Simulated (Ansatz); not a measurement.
Crystals of one structure type (NiAs type) and one family of elements, relaxed and computed with DFT-PBE in the program Ansatz with PAW potentials.

```
crystal  V (Å³/atom)  B₀ by P(V) fit (GPa)
-------  -----------  --------------------
TiC            10.78                   227
TiGe           18.08                   101
HfSi           20.12                     ?
ZrSi           20.68                   103
HfGe           21.02                   106
ZrGe           21.56                   100
```

### Question
Fit a straight line to ln B₀ against ln V and predict the withheld value.

### Answer
Least squares on the 5 shown rows: ln B₀ = -1.18 × ln V + (8.191), with a scatter of 8 %. For HfSi this gives 104. The run itself gave 108, within the scatter.

Constructed cells (a structure type filled with these elements, in neither database checked): TiC, NiAs type; TiGe, NiAs type; HfSi, NiAs type; ZrSi, NiAs type; HfGe, NiAs type; ZrGe, NiAs type. Not the usual ambient phase: TiC, NiAs type. All cells were relaxed under the symmetry of their starts (and spin orders); stability against distortions was not tested throughout. Rows with no word on spin ran without spin polarisation. Spin–orbit coupling is left out wherever it is not named.

Potentials: the later of the program's two PAW sets.
